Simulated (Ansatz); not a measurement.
# Density of states of PtC

```
Pt C
1.0
     0.00000    2.23290    2.23290
     2.23290    0.00000    2.23290
     2.23290    2.23290    0.00000
Pt C
1 1
Cartesian
  0.0000 0.0000 0.0000
  2.2329 2.2329 2.2329
```

The cell was built from the rocksalt type and relaxed in the same program, and has space group Fm-3m; it needn't be a known or the stable phase.

Spin–orbit coupling is left out, though it moves levels of the heavy atoms by tenths of an eV or more.

These are results of Ansatz 0.2.0, DFT, PBE, all-electron LAPW, scalar-relativistic, not measurements.

Numerical set-up: a Γ-centred 13×13×13 k mesh, Fermi–Dirac smearing of 0.03 eV, basis error target 0.25 meV/atom, no spin polarisation.

(1) Where is the centre of the filled Pt 5d states between -14 eV and the top of the filled states?

(2) Tabulate the density of states.

Answers

(1) -4.22 eV from the Fermi level.

(2) States per eV and cell, averaged over 0.6 eV, from -8.8 to 5.4 eV, with energies (bin centres) from the Fermi level; empty bins are left out. The partial columns, the largest 4 alone, are projections on Löwdin-orthogonalised atomic shells (those that the program's projection atoms carry: the occupied ones and, for some elements, an empty d or f shell; other empty shells have no column), summed over atoms of an element. Weights on diffuse s and p shells depend on that basis and aren't pure angular character.
| E (eV) | total | Pt 5d | C 2p | C 2s | Pt 6s |
| --- | --- | --- | --- | --- | --- |
| -8.6 | 0.15 | 0.06 | 0.07 | 0.01 | 0.02 |
| -8.0 | 0.53 | 0.21 | 0.23 | 0.02 | 0.06 |
| -7.4 | 0.98 | 0.43 | 0.42 | 0.03 | 0.09 |
| -6.8 | 0.98 | 0.46 | 0.42 | 0.02 | 0.07 |
| -6.2 | 3.26 | 2.02 | 1.14 | 0.05 | 0.02 |
| -5.6 | 2.61 | 1.71 | 0.85 | 0.02 | 0.01 |
| -5.0 | 0.90 | 0.66 | 0.23 | 0.01 | 0.00 |
| -4.4 | 0.49 | 0.38 | 0.11 | 0.00 | 0.00 |
| -3.8 | 0.70 | 0.61 | 0.08 | 0.00 | 0.00 |
| -3.2 | 1.18 | 1.06 | 0.11 | 0.01 | 0.00 |
| -2.6 | 2.36 | 2.03 | 0.26 | 0.04 | 0.02 |
| -2.0 | 2.36 | 2.07 | 0.20 | 0.05 | 0.02 |
| -1.4 | 0.40 | 0.27 | 0.11 | 0.00 | 0.01 |
| -0.8 | 2.24 | 1.25 | 0.71 | 0.08 | 0.17 |
| -0.2 | 1.11 | 0.42 | 0.53 | 0.09 | 0.05 |
| 0.4 | 0.83 | 0.27 | 0.44 | 0.04 | 0.05 |
| 1.0 | 1.03 | 0.39 | 0.44 | 0.11 | 0.07 |
| 1.6 | 0.82 | 0.30 | 0.36 | 0.09 | 0.04 |
| 2.2 | 0.73 | 0.26 | 0.34 | 0.08 | 0.03 |
| 2.8 | 0.78 | 0.27 | 0.37 | 0.09 | 0.02 |
| 3.4 | 0.73 | 0.24 | 0.38 | 0.06 | 0.01 |
| 4.0 | 0.67 | 0.22 | 0.38 | 0.04 | 0.01 |
| 4.6 | 0.64 | 0.20 | 0.38 | 0.02 | 0.01 |
| 5.2 | 0.26 | 0.06 | 0.13 | 0.01 | 0.05 |
